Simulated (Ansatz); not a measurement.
Total density of states per atom from LDA in the plane-wave PAW code Ansatz, in 0.25 eV bins, energy from the valence-band maximum:

(E (eV), states/eV/atom): (-7.86, 0.24); (-7.61, 0.20); (-7.36, 0.17); (-7.11, 0.18); (-6.86, 0.22); (-6.61, 0.23); (-6.36, 0.26); (-6.11, 0.28); (-5.86, 0.30); (-5.61, 0.33); (-5.36, 0.37); (-5.11, 0.39); (-4.86, 0.36); (-4.61, 0.43); (-4.36, 0.64); (-4.11, 0.60); (-3.86, 0.44); (-3.61, 0.42); (-3.36, 0.41); (-3.11, 0.39); (-2.86, 0.38); (-2.61, 0.38); (-2.36, 0.36); (-2.11, 0.36); (-1.86, 0.36); (-1.61, 0.40); (-1.36, 0.31); (-1.11, 0.25); (-0.86, 0.26); (-0.61, 0.27); (-0.36, 0.22); (-0.11, 0.16); (0.14, 0.00); (0.39, 0.00); (0.64, 0.00); (0.89, 0.00); (1.14, 0.00); (1.39, 0.00); (1.64, 0.00); (1.89, 0.00); (2.14, 0.00); (2.39, 0.00); (2.64, 0.00); (2.89, 0.00); (3.14, 0.00); (3.39, 0.00); (3.64, 0.00); (3.89, 0.00); (4.14, 0.05); (4.39, 0.16); (4.64, 0.29); (4.89, 0.26); (5.14, 0.25); (5.39, 0.26); (5.64, 0.26); (5.89, 0.22); (6.14, 0.20); (6.39, 0.20); (6.64, 0.20); (6.89, 0.20); (7.14, 0.24); (7.39, 0.26); (7.64, 0.18); (7.89, 0.14); (8.14, 0.09); (8.39, 0.16); (8.64, 0.18); (8.89, 0.16)

**Question.** Which compound is it?
A. Ti, fcc (Cu type)
B. LuB2Os3, P6/mmm (B on 2c, Os on 3g, Lu on 1a)
C. Hf3N4, I-43d (Hf on 12a, N on 16c)
D. BN, P6_3/mmc (B on 2c, N on 2d)

**Answer.** D, BN, P6_3/mmc (B on 2c, N on 2d). Top 1 eV of the valence band: N 2p 91 %, B 2p 9 %. Bottom 1 eV of the conduction band: B 2p 89 %, N 2p 7 %. Projections are on Löwdin-orthogonalised atomic valence shells; empty p or d shells of many metals are not among them.

The LDA relaxation kept the symmetry of its start; phonons on a q-mesh show no instability. A crystal of weakly bound layers computed without a dispersion correction: the cell and the soft elastic constants depend strongly on that.

Potentials: the later of the program's two PAW sets.
